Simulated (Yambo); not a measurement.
Here is the system:

```xyz
11
Lattice="3.9104 0.0000 0.0000 0.0000 3.9104 0.0000 0.0000 0.0000 11.3145" Properties=species:S:1:pos:R:3 pbc="T T T"
O      0.0000     0.0000     0.0000
O      0.0000     1.9552     1.8736
O      0.0000     1.9552     9.4409
O      1.9552     0.0000     1.8736
O      1.9552     0.0000     9.4409
O      0.0000     0.0000     4.1069
O      0.0000     0.0000     7.2075
Rb     1.9552     1.9552     5.6572
La     1.9552     1.9552     0.0000
Ta     0.0000     0.0000     2.3045
Ta     0.0000     0.0000     9.0099
```

Workflow: PBEsol (Quantum ESPRESSO, PseudoDojo norm-conserving, 110 Ry, no spin-orbit coupling), then G0W0 in Yambo (4×4×1 Γ-centred k mesh, bands 3 to 263 and a 7 Ry block in the screening, 263 bands in G with the Bruneval-Gonze terminator, plasmon pole fitted at 27.2 eV).

Task: Give the PBEsol and G0W0 gaps between the band edges found on this mesh, and say where the edges lie.

Result: Edges: M → Γ. PBEsol: 2.28 eV; G0W0: 4.02 eV. Nearest settings tried, and what they do to the gap: 175 bands in G: +18 meV; 2 Ry block (65 vectors against 367): +420 meV. Not varied: bands in W, mesh. So the settings aren't converged at that level. Without spin-orbit coupling, band edges of such heavy elements can be off by tenths of an eV. The 4f states are in the valence at their DFT position.

Geometry of the Materials Project entry, not relaxed at this level.

The structure is a Materials Project entry; no match was found in the copy of COD used, and its stability was not checked.
